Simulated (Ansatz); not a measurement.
# Fields on a plane of AgCl (rock salt)

```
CELL_PARAMETERS angstrom
      0.00000     2.77252     2.77252
      2.77252     0.00000     2.77252
      2.77252     2.77252     0.00000
ATOMIC_POSITIONS crystal
  Cl 0.00000 0.00000 0.00000
  Ag 0.50000 0.50000 0.50000
```

The slice is a {100} plane (indices of the conventional cell) through the point (0.500, 0.500, 0.500) (fractional), spanned by u = [100] and v = [0 1 -1] in vectors of this cell: u (3.92 Å) and v (3.92 Å, at 90° to u). It covers one period; positions are fractions (u, v).

Atoms on it: Cl at (0.50, 0.50); Ag at (0.00, 0.00).

All values below come from r2SCAN (plane waves to 500 eV, PAW, scalar-relativistic; Ansatz, a first-principles code). k mesh 10×10×10. Inside the PAW spheres the values are not all-electron values, and peaks at nuclei hang on which shells count as valence. AgCl was relaxed with its symmetry unable to fall.

```
|xxx642100000001246xx|
|xx65420001110002456x|
|66542100234320012456|
|54421013577753101244|
|32210137899987310122|
|11001379999999731001|
|00003799999999973000|
|000258999xxx99985200|
|00137999xxxxx9997310|
|00147999xxxxx9997410|
|00137999xxxxx9997310|
|000258999xxx99985200|
|00003799999999973000|
|11001379999999731001|
|32210137899987310122|
|54421013577753101244|
|66542100234320012456|
|xx65420001110002456x|
|xxx642100000001246xx|
|xxx653100000001356xx|
```
Scale: ten equal steps from 0.03 (start of '0') to 0.87 (end of '9'), in the order '0123456789'. Values: electron localisation function (ELF). The map has 20 points along u (one character each, u = 0 at the left) and 20 along v (v = 0 in the bottom row). Points within 0.5 Å of a nucleus are blanked (x), as the pseudised field means little there.

```
|@@@@@@%%##**++==============++**##%%@@@@|
|@@@@%%%%##**++==============++**##%%%%@@|
|%%%%%%##**++++++====++====++++++**##%%%%|
|######**++++++++++++++++++++++++++**####|
|******++++++++++**********++++++++++****|
|++++++++++++********##********++++++++++|
|======++++++****##########****++++++====|
|========++****##############****++======|
|--======++****####**++**####****++======|
|--====++++**######++  ++######**++++====|
|--======++****####**++**####****++======|
|========++****##############****++======|
|======++++++****##########****++++++====|
|++++++++++++********##********++++++++++|
|******++++++++++**********++++++++++****|
|######**++++++++++++++++++++++++++**####|
|%%%%%%##**++++++====++====++++++**##%%%%|
|@@@@%%%%##**++==============++**##%%%%@@|
|@@@@@@%%##**++==============++**##%%@@@@|
|@@@@@@%%##**++====------====++**##%%@@@@|
```
Scale: ten equal steps from -3.00 (start of ' ') to 1.32 (end of '@'), in the order ' .:-=+*#%@'. Values: log₁₀ of the valence density in e/Å³. The map has 20 points along u (two characters each, u = 0 at the left) and 20 along v (v = 0 in the bottom row). The scale is logarithmic, as a density can span decades between atoms and voids; values under 0.001 e/Å³ are set to 0.001.
